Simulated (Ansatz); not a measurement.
## TiRh3 under pressure

These are results of DFT PBEsol, scalar-relativistic, plane waves, PAW (Ansatz), not measurements. Settings: 420 eV plane-wave cutoff, Γ-centred 12×12×12 mesh, Fermi-Dirac smearing of 0.15 eV. No spin polarisation. Phonons by linear response, acoustic sum rule imposed.

The cell, relaxed at this level:
```xyz
4
Lattice="3.8023 0.0000 0.0000 0.0000 3.8023 0.0000 0.0000 0.0000 3.8023" Properties=species:S:1:pos:R:3 pbc="T T T"
Ti    0.0000    0.0000    0.0000
Rh    0.0000    1.9011    1.9011
Rh    1.9011    0.0000    1.9011
Rh    1.9011    1.9011    0.0000
```

In a metal, frequencies and elastic constants depend on the k mesh and the smearing, soft modes and shear constants most.

The cell is relaxed again at 5 and 15 GPa. How do volume, gap and optical modes at Γ (cm⁻¹, counted from the lowest optical one; a degenerate one stands once) change?

Answers

```
          0 GPa  5 GPa  15 GPa
    V/V0  1.000  0.982   0.950
gap (eV)   0.00   0.00    0.00
  mode 1    170    177     190
  mode 4    182    192     209
  mode 7    225    237     258
```